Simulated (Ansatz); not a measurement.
## One input, then a changed one: HfN (rocksalt type)

First run: DFT, PBE, PAW with Ansatz's default frozen-core files, scalar-relativistic (Ansatz 0.2.0).

Command: `ansatz run input.yaml --threads 2 --pin off --max-ram 4096MiB --backend cpu --events-out ev --progress --plain --runs-dir out` It took 15 s on 2 threads of Intel(R) Xeon(R) Platinum 8375C CPU @ 2.90GHz (Ice Lake), with other jobs on the host, peak memory 0.43 GiB.

```yaml
crystal:
  lattice:
    - [0.0, 2.15443469, 2.15443469]
    - [2.15443469, 0.0, 2.15443469]
    - [2.15443469, 2.15443469, 0.0]
  atoms:
    - { symbol: Hf, position: [0.0, 0.0, 0.0] }
    - { symbol: "N", position: [0.5, 0.5, 0.5] }
kpoints:
  mp_grid: { grid: [17, 17, 17] }
scf:
  occupations: { method: fermi_dirac, width: 0.08 }
hamiltonian:
  xc: pbe
  pseudopotentials: { kind: paw }
output:
  forces: true
  stress: true
  write_density: true
  write_potential: true
  elf: true
  volumetric_format: npy
relax:
  f_tol: 0.005
  max_steps: 40
  cell: {}
```

The start is a guessed cell of a prototype that needn't be stable.

This run: bulk cell relaxed.

It converges in 48 SCF iterations over all geometries at a pressure of 0.00 GPa, ending at 11.76 Å³/atom, cutoff 420 eV.

The input is then changed:

```diff
 scf:
-  occupations: { method: fermi_dirac, width: 0.08 }
+  occupations: { method: tetrahedron }
 hamiltonian:
   stress: true
-  write_density: true
-  write_potential: true
-  elf: true
-  volumetric_format: npy
 relax:
   cell: {}
+magnetization:
+  spin_polarized: true
```

Problem. What does the second run give?

Solution. It converges in 73 SCF iterations over all geometries, cell moment 0.00 μB, ending at 11.76 Å³/atom, cutoff 420 eV. More than one line changes, and not each need have an effect.
